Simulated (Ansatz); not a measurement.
One crystal and one scan (generalised stacking-fault energy along a line) at two levels, PBE (plane waves to 420 eV, PAW, scalar-relativistic; Ansatz, a quantum-chemistry and plane-wave program) and r2SCAN (plane waves to 500 eV, PAW, scalar-relativistic; Ansatz), each from its own relaxed cell and on its own mesh.

The crystal is MgSe (rock salt); the crystal slips on the {100} plane by s times a lattice vector of 3.90 Å, atoms relaxing along the normal only, γ being the energy change per area.

Energies are extrapolated to zero smearing. MgSe was relaxed with its symmetry unable to fall. Faults lie only 8.2 Å apart, and holding the cell height raises γ above its relaxed value. Faults lie only 8.3 Å apart, and holding the cell height raises γ above its relaxed value. Both scans cover s from 0.000 to 0.917.

| quantity | run 1 | run 2 |
|---|---|---|
| Lattice constant a (Å) | 5.508 | 5.472 |
| Band gap of the relaxed cell, no spin-orbit coupling (eV) | 1.77 | 2.48 |
| Highest computed γ on the line (mJ/m²) | 942 | 1089 |
| Steepest slope dγ/d(shift) before the first maximum (spline) (GPa) | 7.9 | 9.1 |

### Question
Which run is which level?

### Answer
Run 1 is PBE, run 2 is r2SCAN. PBE gives the higher value for: lattice constant a. PBE gives the lower value for: band gap of the relaxed cell, no spin-orbit coupling; highest computed γ on the line; steepest slope dγ/d(shift) before the first maximum. Both give the same position of the highest point: s = 0.500.

(The slope of γ gives the shear force per area between the displaced halves; near zero shift its curvature is an elastic stiffness.)
